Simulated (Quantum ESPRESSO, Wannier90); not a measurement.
# Tight-binding from DFT: Li$_{3}$Bi (Fm-3m)

```
begin unit_cell_cart
ang
    0.0000000000    3.3454950000    3.3454950000
    3.3454950000    0.0000000000    3.3454950000
    3.3454950000    3.3454950000    0.0000000000
end unit_cell_cart
begin atoms_frac
Li  -0.2500000000 -0.2500000000 -0.2500000000
Li   0.2500000000  0.2500000000  0.2500000000
Li   0.5000000000  0.5000000000  0.5000000000
Bi   0.0000000000  0.0000000000  0.0000000000
end atoms_frac
```

Cell from Materials Project (mp-23222), symmetrised, no further relaxation. Not found in the COD (Crystallography Open Database) copy used; not checked further. Level: PBEsol, spinors with spin-orbit coupling; pw.x of Quantum ESPRESSO at 60 Ry with PseudoDojo potentials, 6×6×6 k-points, Wannier90. Density: 12×12×12 mesh, cold smearing 0.01 Ry.

A tight-binding model is made by disentanglement and projection with no localisation steps (num_iter = 0), so the 32 orbitals stay atom-like: hydrogen-like Li: s;p; Bi: s;p, axes along x, y, z; frozen window up to 1.50 eV relative to the Fermi level. It follows pw.x to 4.2 meV rms for states up to 1.0 eV relative to the Fermi level. Matrix elements depend on this choice of orbitals and windows.

Q: What are the on-site energies relative to the Fermi level, and how fast do the hoppings decay?

A: 
| atom | orbitals | energy (eV) |
|---|---|---|
| Li1 | s↑ s↓ | 4.56 |
| Li1 | pz↑ pz↓ px↑ px↓ py↑ py↓ | 6.37 |
| Li2 | s↑ s↓ | 4.56 |
| Li2 | pz↑ pz↓ px↑ px↓ py↑ py↓ | 6.37 |
| Li3 | s↑ s↓ | 4.54 |
| Li3 | pz↑ pz↓ px↑ px↓ py↑ py↓ | 6.43 |
| Bi4 | s↑ s↓ | -8.55 |
| Bi4 | pz↑ pz↓ px↑ px↓ py↑ py↓ | 2.15 |

| distance of the centres (Å) | largest modulus (eV) |
|---|---|
| 2–3 | 0.93 |
| 3–4 | 1.3 |
| 4–5 | 0.21 |
| 5–6 | 0.21 |
| 6–7 | 0.100 |
| 7–8 | 0.031 |
| 8–9 | 0.034 |
| 9–10 | 0.0065 |
| 10–11 | 0.0063 |

Effective spin-orbit constants λ of λ L·S, from the same-site elements px↑–py↑ (λ/2) and dx2-y2↑–dxy↑ (λ), where they are among the larger elements: Bi4 p 1.8 eV.
